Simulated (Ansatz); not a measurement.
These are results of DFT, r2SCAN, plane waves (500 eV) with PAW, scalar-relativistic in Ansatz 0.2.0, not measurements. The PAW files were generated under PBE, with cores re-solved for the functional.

An element in the fcc structure gives this curve. The cell is scaled uniformly from the relaxed one, with fractional coordinates and shape fixed. Energies are extrapolated to zero smearing, pressures are those at the given smearing. Magnetic state: spin not included.

```
V (Å³/atom)  E − E₀ (meV/atom)  P (GPa)
     25.694               57.7     6.30
     26.862               23.1     3.81
     28.030                4.9     1.74
     29.198                0.2    -0.03
     30.366                7.1    -1.56
     31.534               24.0    -2.91
     32.701               49.9    -4.10
```

(1) Which element is it?
A. antimony
B. indium
C. lutetium
D. yttrium

Results:

(1) C. Its fit is V₀ = 29.06 Å³/atom, B₀ = 41 GPa, B₀′ = 2.8.
